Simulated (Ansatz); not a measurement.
TePt:
```xyz
2
Lattice="3.3919 0.0000 0.0000 0.0000 3.3919 0.0000 0.0000 0.0000 3.3919" Properties=species:S:1:pos:R:3 pbc="T T T"
Pt     0.0000     0.0000     0.0000
Te     1.6959     1.6959     1.6959
```

Relaxed with PBEsol. Special points in fractions of this cell's reciprocal vectors: Γ (0.000, 0.000, 0.000); X (0.000, 0.500, 0.000); M (0.500, 0.500, 0.000); R (0.500, 0.500, 0.500).

Q: List the band energies nearest the Fermi level at these points for the program Ansatz at the PBEsol with spin–orbit coupling level (PAW).

A: In eV from the Fermi level; about four levels below and three above (degenerate sets whole), none deeper than 8.9 eV; points with the same levels are listed once.

```tsv
k	below	above
Γ	-1.04 -1.04 -1.04 -1.04	0.62 0.62 6.97 6.97 6.97 6.97
X	-2.48 -2.48 -1.69 -1.69	2.13 2.13 3.10 3.10
M	-1.34 -1.34 -0.40 -0.40	0.87 0.87 7.62 7.62
R	-1.85 -1.85 -1.85 -1.85	0.01 0.01 1.21 1.21 1.21 1.21
```

Space group Pm-3m (CsCl type). The start of the workflow was typed in or built on a structure type; neither database checked (COD, Materials Project) lists it. COD files the formula under space group No. 166, 194. Its standing as an ambient phase is unchecked. The cell was relaxed with PBEsol under the symmetry of its start; its stability against distortions is not shown here. The run is not spin-polarised.

Potentials: the earlier of the program's two PAW sets. The files were generated under PBE; for other functionals the program regenerates the frozen cores, and for LDA and PBEsol the local potential too.
